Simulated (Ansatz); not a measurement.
Sn:
Space group I4₁/amd, origin choice 1 (No. 141); a = 5.806 Å, b = 5.806 Å, c = 3.106 Å, α = 90.00°, β = 90.00°, γ = 90.00°

| atom | site | symmetry | x | y | z |
|---|---|---|---|---|---|
| Sn | 4a | -4m2 | 0.0000 | 0.0000 | 0.0000 |
(The calculation used a cell of 2 atoms; values per cell refer to that cell.)

Relaxed with LDA.

Problem. Which orbitals make up the states near the Fermi level in the program Ansatz at the LDA level (PAW)?

Solution. Within 0.5 eV of the Fermi level: Sn 5p 82 %, Sn 5s 16 %. Projections are on Löwdin-orthogonalised atomic valence shells; empty p or d shells of many metals are not among them.

Problem. Tabulate the density of states.

Solution. States/eV per cell of 2 atoms, in 0.25 eV bins, energy from the Fermi level.

| E (eV) | total | Sn 5p | Sn 5s |
|---|---|---|---|
| -7.85 | 0.80 | 0.25 | 0.54 |
| -7.60 | 0.86 | 0.26 | 0.59 |
| -7.35 | 0.86 | 0.26 | 0.59 |
| -7.10 | 0.91 | 0.26 | 0.64 |
| -6.85 | 0.99 | 0.25 | 0.73 |
| -6.60 | 0.78 | 0.20 | 0.57 |
| -6.35 | 0.50 | 0.17 | 0.33 |
| -6.10 | 0.47 | 0.16 | 0.31 |
| -5.85 | 0.49 | 0.17 | 0.32 |
| -5.60 | 0.53 | 0.18 | 0.35 |
| -5.35 | 0.69 | 0.28 | 0.41 |
| -5.10 | 0.47 | 0.18 | 0.29 |
| -4.85 | 0.43 | 0.19 | 0.23 |
| -4.60 | 0.44 | 0.24 | 0.20 |
| -4.35 | 0.44 | 0.26 | 0.17 |
| -4.10 | 0.48 | 0.32 | 0.15 |
| -3.85 | 0.73 | 0.57 | 0.15 |
| -3.60 | 0.86 | 0.70 | 0.15 |
| -3.35 | 0.90 | 0.74 | 0.15 |
| -3.10 | 0.88 | 0.72 | 0.15 |
| -2.85 | 0.88 | 0.72 | 0.15 |
| -2.60 | 0.91 | 0.75 | 0.15 |
| -2.35 | 0.93 | 0.79 | 0.13 |
| -2.10 | 1.02 | 0.89 | 0.11 |
| -1.85 | 1.09 | 0.97 | 0.11 |
| -1.60 | 1.20 | 1.06 | 0.12 |
| -1.35 | 1.32 | 1.18 | 0.12 |
| -1.10 | 1.21 | 1.08 | 0.11 |
| -0.85 | 1.08 | 0.95 | 0.11 |
| -0.60 | 1.00 | 0.86 | 0.12 |
| -0.35 | 0.95 | 0.80 | 0.13 |
| -0.10 | 0.92 | 0.76 | 0.14 |
| 0.15 | 0.91 | 0.74 | 0.15 |
| 0.40 | 0.92 | 0.73 | 0.16 |
| 0.65 | 0.95 | 0.74 | 0.18 |
| 0.90 | 0.99 | 0.76 | 0.19 |
| 1.15 | 0.92 | 0.70 | 0.18 |
| 1.40 | 0.88 | 0.67 | 0.16 |
| 1.65 | 0.93 | 0.72 | 0.17 |
| 1.90 | 1.00 | 0.77 | 0.18 |
| 2.15 | 0.97 | 0.75 | 0.17 |
| 2.40 | 1.01 | 0.78 | 0.16 |
| 2.65 | 1.13 | 0.87 | 0.16 |
| 2.90 | 1.19 | 0.92 | 0.14 |
| 3.15 | 1.15 | 0.85 | 0.12 |
| 3.40 | 1.22 | 0.88 | 0.11 |
| 3.65 | 1.28 | 0.92 | 0.11 |
| 3.90 | 1.42 | 1.02 | 0.11 |
| 4.15 | 1.63 | 1.20 | 0.11 |
| 4.40 | 1.54 | 1.11 | 0.11 |
| 4.65 | 1.42 | 1.03 | 0.09 |

Space group I4_1/amd (β-Sn type). The LDA relaxation kept the symmetry of its start. Axis ratios of metals converge slowly with the k-mesh, so a and c are less sure than the volume. Scalar-relativistic: spin–orbit coupling is off unless named, which matters more the heavier the elements.

Potentials: the later of the program's two PAW sets.
